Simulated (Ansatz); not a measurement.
## Lattice vibrations of Hg2Ge at Γ at -0.3 GPa

Method: Ansatz 0.2.0, DFT PBEsol, scalar-relativistic, plane waves, PAW. Cutoff 420 eV, 12×12×12 k-points (Γ-centred), Fermi-Dirac smearing of 0.15 eV. No spin polarisation. Phonons by linear response, acoustic sum rule imposed.

The cell is fixed (symmetry leaves no force on the atoms) and stands under -0.3 GPa:
```
Ge Hg
1.0
     0.00000    3.29490    3.29490
     3.29490    0.00000    3.29490
     3.29490    3.29490    0.00000
Ge Hg
1 2
Direct
  0.00000 0.00000 0.00000
  0.25000 0.25000 0.25000
  0.75000 0.75000 0.75000
```

The cell is the ideal cubic antifluorite prototype; whether it is the stable structure of this composition wasn't checked. In a metal, frequencies and elastic constants depend on the k mesh and the smearing, soft modes and shear constants most. Spin–orbit coupling is left out, which can shift energies with elements as heavy as these.

Optical modes at Γ; i marks an imaginary frequency:
```json
{"frequency (cm⁻¹)": "64", "degeneracy": "3"}
{"frequency (cm⁻¹)": "86", "degeneracy": "3"}
```

All 6 optical modes at Γ are real: no displacement of atoms at fixed cell lowers the energy to second order. Strains and modes at other wave vectors aren't tested by this run.

Cost: 1 run of about 1.7 core-minutes, on Intel Xeon Platinum 8559C (Emerald Rapids) (shared hosts).